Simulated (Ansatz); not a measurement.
La2O3 (La2O3 or Ni2Al3 type, space group No. 164), plane-wave PAW LDA (Ansatz code). The conduction-band minimum lies at K, with 2 equivalent valleys. Second derivatives d²E/dk² of the lowest band at one valley (eV·Å²), along Cartesian directions:

```csv
direction,d²E/dk²
[100],5.874
[010],5.877
[001],5.934
[110],5.875
[101],5.907
[011],5.909
```

Problem. Find the principal effective masses, the density-of-states mass and the conductivity mass.

Solution. Off-diagonal terms follow from H_xy = H[110] − (H_xx + H_yy)/2, and m*/mₑ = 7.620 eV·Å² over each eigenvalue: 1.3, 1.3, 1.3. One valley's DOS mass (m₁m₂m₃)^(1/3) = 1.3, conductivity mass 3/(Σ 1/mᵢ) = 1.3 mₑ.

Problem. What effective density of states Nc follows at 300 K for parabolic valleys?

Solution. Nc = 2.509e19 × 2 × (1.3)^(3/2) ≈ 7.4e19 cm⁻³.

Problem. With the computed static dielectric constant 24.3 (mean of the diagonal), estimate a hydrogenic donor's binding energy and radius.

Solution. E = 13.606 eV × 1.3/24.3² ≈ 30 meV; a = 0.529 Å × ε/m* ≈ 9.9 Å. Semilocal masses tend to be too small where the gap is.

Space group P-3m1 (La2O3 or Ni2Al3 type). The LDA relaxation kept the symmetry of its start; phonons on a q-mesh show no instability. Scalar-relativistic: spin–orbit coupling is off unless named, which matters more the heavier the elements.

Potentials: the later of the program's two PAW sets.
